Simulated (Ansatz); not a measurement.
The start is a relaxed Au cell, doubled along one cell vector, shaken by Gaussian noise of σ = 0.08 Å a coordinate. The cell and all atomic positions are relaxed at zero pressure with PBE (plane waves to 420 eV, PAW, scalar-relativistic; Ansatz, a first-principles code). The first steps use a coarse 12×12×2 k-mesh.

The start:
```
Au
1.0
    2.79944     0.00000     0.00000
    0.00000     2.79944     0.00000
    0.00000     0.00000    19.90495
Au
8
Direct
  0.51731   0.48147   0.36795
  0.48670   0.48531   0.86097
  0.52657   0.51232   0.13931
  0.48042   0.49904   0.63753
  0.05476   0.03941   0.25016
  0.05310   0.99977   0.74359
  0.50234   0.51092   0.00158
  0.51815   0.44514   0.49990
```

Q: Which atoms feel the largest initial force, and how large is it?

A: 0.91 eV/Å, on Au6 (atoms numbered as listed).

Q: How much energy is released per atom?

A: 0.13 eV/atom.

Q: How does the volume change?

A: -7.8 %, from 19.50 to 17.98 Å³/atom.

Q: How do the shortest distances between atoms change?

A: The closest pairs of elements (up to four, under 3.6 Å), start → end: Au–Au 2.63 → 2.94 Å.

Q: Is the relaxed structure metallic? Give its gap.

A: No gap (metallic).

Q: Write out the relaxed structure.

A: 
Space group Fm-3m (No. 225); a = 4.1584 Å, b = 4.1584 Å, c = 4.1584 Å, α = 90.00°, β = 90.00°, γ = 90.00°

```
atom  site  symmetry       x       y       z
----  ----  --------  ------  ------  ------
Au      4b      m-3m  0.5000  0.5000  0.5000
```
(The calculation used a cell of 1 atom; values per cell refer to that cell.)

Final values are on a 19×19×19 k-mesh of the relaxed cell. No spin polarisation in the result.

Of the parent cell (P4/mmm (No. 123)): it is a generated cell of Au: the first start was made by a random draw of sites in a space group, and the end was not matched to a known phase here, so it may be hypothetical. Known forms of Au include space group No. 225.
